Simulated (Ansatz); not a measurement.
Input:

AlRu:
```cif
data_AlRu
_chemical_formula_sum 'Al1 Ru1'
_space_group_name_H-M_alt 'Pm-3m'
_space_group_IT_number 221
_space_group_name_Hall '-P 4 2 3'
_cell_length_a 2.98258
_cell_length_b 2.98258
_cell_length_c 2.98258
_cell_angle_alpha 90.000
_cell_angle_beta 90.000
_cell_angle_gamma 90.000
loop_
_atom_site_label
_atom_site_type_symbol
_atom_site_symmetry_multiplicity
_atom_site_Wyckoff_symbol
_atom_site_fract_x
_atom_site_fract_y
_atom_site_fract_z
_atom_site_occupancy
Al1 Al 1 a 0.00000 0.00000 0.00000 1
Ru1 Ru 1 b 0.50000 0.50000 0.50000 1
```

This is the r²SCAN-relaxed structure.

All from plane-wave PAW r²SCAN (Ansatz code), unless another level is named. Give the Young's modulus.

300 GPa.

Give the elastic constants (relaxed ions, GPa).

C11 = 347, C12 = 157, C44 = 136.

The r²SCAN relaxation kept the symmetry of its start. No spin polarisation was allowed. As this level gives no gap, shear constants depend on the k-mesh and smearing (Fermi–Dirac, 0.1 eV here).

Potentials: the later of the program's two PAW sets.
